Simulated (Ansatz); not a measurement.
Zincblende alloy of InAs and AlAs (20 of 32 In sites exchanged), 64 atoms

Ansatz, PAW, plane waves. PBEsol relaxation of volume and atoms (shape held) at the single k point (¼, ¼, ¼) without its symmetry partners; single points on the relaxed atoms at the single k point (¼, ¼, ¼) without its symmetry partners, onto which points of the small cell's zone fold. Arrangement: clustered. No spin–orbit coupling unless named.

Relaxed structure:

```yaml
crystal:
  lattice:
    - [11.64870, 0.00000, 0.00000]
    - [0.00000, 11.64870, 0.00000]
    - [0.00000, 0.00000, 11.64870]
  atoms:
    - { symbol: Al, position: [0.00139, 0.00666, 0.00012] }
    - { symbol: Al, position: [0.00043, 0.00872, 0.50072] }
    - { symbol: Al, position: [0.49753, 0.00366, 0.99779] }
    - { symbol: Al, position: [0.49989, 0.00669, 0.50165] }
    - { symbol: Al, position: [0.49523, 0.49444, 0.99545] }
    - { symbol: Al, position: [0.25088, 0.24550, 0.99749] }
    - { symbol: Al, position: [0.24948, 0.24360, 0.50074] }
    - { symbol: Al, position: [0.25436, 0.75390, 0.99652] }
    - { symbol: Al, position: [0.74697, 0.24328, 0.99896] }
    - { symbol: Al, position: [0.74860, 0.24185, 0.49954] }
    - { symbol: Al, position: [0.25014, 0.00607, 0.24781] }
    - { symbol: Al, position: [0.25212, 0.00505, 0.75237] }
    - { symbol: Al, position: [0.25369, 0.49439, 0.75387] }
    - { symbol: Al, position: [0.74948, 0.00860, 0.24974] }
    - { symbol: Al, position: [0.74754, 0.00612, 0.75041] }
    - { symbol: Al, position: [0.99938, 0.24181, 0.24887] }
    - { symbol: Al, position: [0.00047, 0.24365, 0.74967] }
    - { symbol: Al, position: [0.49872, 0.24329, 0.24716] }
    - { symbol: Al, position: [0.49730, 0.24556, 0.75115] }
    - { symbol: Al, position: [0.49626, 0.75396, 0.75464] }
    - { symbol: In, position: [0.00495, 0.49345, 0.99956] }
    - { symbol: In, position: [0.00262, 0.49212, 0.50280] }
    - { symbol: In, position: [0.49943, 0.49354, 0.50516] }
    - { symbol: In, position: [0.25362, 0.75749, 0.50617] }
    - { symbol: In, position: [0.74618, 0.75679, 0.99995] }
    - { symbol: In, position: [0.74987, 0.75906, 0.50349] }
    - { symbol: In, position: [0.25257, 0.49369, 0.24660] }
    - { symbol: In, position: [0.74810, 0.49152, 0.24824] }
    - { symbol: In, position: [0.74643, 0.49375, 0.75274] }
    - { symbol: In, position: [0.00332, 0.75912, 0.25002] }
    - { symbol: In, position: [0.00599, 0.75748, 0.75383] }
    - { symbol: In, position: [0.49973, 0.75679, 0.24638] }
    - { symbol: As, position: [0.12641, 0.12681, 0.12387] }
    - { symbol: As, position: [0.12655, 0.12383, 0.62682] }
    - { symbol: As, position: [0.13300, 0.63271, 0.11840] }
    - { symbol: As, position: [0.13342, 0.61821, 0.63359] }
    - { symbol: As, position: [0.62317, 0.12287, 0.12335] }
    - { symbol: As, position: [0.62365, 0.12686, 0.62662] }
    - { symbol: As, position: [0.61627, 0.61633, 0.11649] }
    - { symbol: As, position: [0.61816, 0.63283, 0.63329] }
    - { symbol: As, position: [0.38053, 0.36381, 0.11676] }
    - { symbol: As, position: [0.36769, 0.36387, 0.63172] }
    - { symbol: As, position: [0.36845, 0.88511, 0.11767] }
    - { symbol: As, position: [0.38344, 0.88732, 0.63455] }
    - { symbol: As, position: [0.87572, 0.35715, 0.12252] }
    - { symbol: As, position: [0.87194, 0.35763, 0.62545] }
    - { symbol: As, position: [0.87401, 0.89252, 0.12504] }
    - { symbol: As, position: [0.87842, 0.89303, 0.62833] }
    - { symbol: As, position: [0.37477, 0.12483, 0.37489] }
    - { symbol: As, position: [0.37532, 0.12543, 0.87551] }
    - { symbol: As, position: [0.37570, 0.62542, 0.37573] }
    - { symbol: As, position: [0.37462, 0.62449, 0.87484] }
    - { symbol: As, position: [0.87511, 0.12524, 0.37535] }
    - { symbol: As, position: [0.87469, 0.12482, 0.87500] }
    - { symbol: As, position: [0.87501, 0.62472, 0.37514] }
    - { symbol: As, position: [0.87552, 0.62546, 0.87592] }
    - { symbol: As, position: [0.12533, 0.35762, 0.37220] }
    - { symbol: As, position: [0.13156, 0.36383, 0.86783] }
    - { symbol: As, position: [0.12802, 0.89304, 0.37873] }
    - { symbol: As, position: [0.13434, 0.88730, 0.88368] }
    - { symbol: As, position: [0.62226, 0.35721, 0.37584] }
    - { symbol: As, position: [0.61661, 0.36386, 0.88074] }
    - { symbol: As, position: [0.62477, 0.89249, 0.37431] }
    - { symbol: As, position: [0.61745, 0.88512, 0.86870] }
```

Problem. What are the mean bond lengths by pair (pairs within 1.2 times the sum of covalent radii, less contacts 15 % beyond the pair's median; cation–cation pairs of compounds aside; long ionic contacts are cut short by that bound)?

Solution. Al–As 2.475 ± 0.012 Å (standard deviation, 80 bonds); As–In 2.606 ± 0.009 Å (standard deviation, 48 bonds).

Problem. What gap lies between the top filled and the lowest empty level in the single points?

Solution. HSE06 2.52 eV (55 s on NVIDIA H100). Away from Γ this isn't the crystal's band gap.
